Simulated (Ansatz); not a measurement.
Energy landscape near a Mg3Te structure

Method: DFT PBE, scalar-relativistic, plane waves, PAW in Ansatz.

Cutoff 420 eV; k points 14×14×14 on the computed 4-atom cell (Γ-centred); Gaussian smearing, width 0.10 eV; no spin polarisation.

Reference cell:

```yaml
crystal:
  lattice:
    - [-2.13936, 2.13936, 5.28249]
    - [2.13936, -2.13936, 5.28249]
    - [2.13936, 2.13936, -5.28249]
  atoms:
    - { symbol: Mg, position: [0.50000, 0.50000, 0.00000] }
    - { symbol: Mg, position: [0.75000, 0.25000, 0.50000] }
    - { symbol: Mg, position: [0.25000, 0.75000, 0.50000] }
    - { symbol: Te, position: [0.00000, 0.00000, 0.00000] }
```

Each variant moves atoms of this cell by the vectors given, if any (Å), and then applies a symmetric strain (tensor components, Cartesian axes). The reference cell isn't relaxed at this level. Energies are per atom at zero smearing, counted from the lowest variant. Pressure is positive in compression.

1. strain (xx yy zz yz xz xy, %) 5.49 5.49 -3.51 0.00 0.00 0.00
2. strain (xx yy zz yz xz xy, %) -1.96 -1.96 4.04 0.00 0.00 0.00
3. strain (xx yy zz yz xz xy, %) 1.81 1.81 -4.19 0.00 0.00 0.00

Question: Order the variants by energy, lowest first.

Answer: 2 (0.0 meV/atom), 3 (0.7 meV/atom), 1 (19.3 meV/atom). Neighbours within 1 meV/atom are level.

Question: Order them by pressure, highest first.

Answer: 2 (0.69 GPa), 3 (0.12 GPa), 1 (-2.45 GPa).